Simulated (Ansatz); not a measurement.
NiSb:
```cif
data_NiSb
_chemical_formula_sum 'Ni1 Sb1'
_space_group_name_H-M_alt 'Pm-3m'
_space_group_IT_number 221
_space_group_name_Hall '-P 4 2 3'
_cell_length_a 3.21223
_cell_length_b 3.21223
_cell_length_c 3.21223
_cell_angle_alpha 90.000
_cell_angle_beta 90.000
_cell_angle_gamma 90.000
loop_
_atom_site_label
_atom_site_type_symbol
_atom_site_symmetry_multiplicity
_atom_site_Wyckoff_symbol
_atom_site_fract_x
_atom_site_fract_y
_atom_site_fract_z
_atom_site_occupancy
Ni1 Ni 1 a 0.00000 0.00000 0.00000 1
Sb1 Sb 1 b 0.50000 0.50000 0.50000 1
```

Relaxed with PBEsol.

Q: Decompose the optical modes at the zone centre into irreducible representations, and say which are infrared and Raman allowed.

A: Point group m-3m: Γ_opt = T1u. Infrared: T1u. Raman: none.

Q: Assign frequencies (DFPT, plane-wave PAW PBEsol (Ansatz code)).

A: T1u 71 cm⁻¹.

A made-up cell: these elements were put on the sites of a structure type; neither database checked (COD, Materials Project) lists it. COD files the formula under space group No. 194. Its standing as an ambient phase is unchecked. The PBEsol relaxation kept the symmetry of its start; its stability against distortions is not shown here. The workflow began spin-polarised and lost its moments. As this level gives no gap, phonon frequencies hold no LO–TO term and depend on the k-mesh and smearing (Fermi–Dirac, 0.1 eV here). Scalar-relativistic: spin–orbit coupling is off unless named, which matters more the heavier the elements.

Potentials: the earlier of the program's two PAW sets. The files were generated under PBE; for other functionals the program regenerates the frozen cores, and for LDA and PBEsol the local potential too.
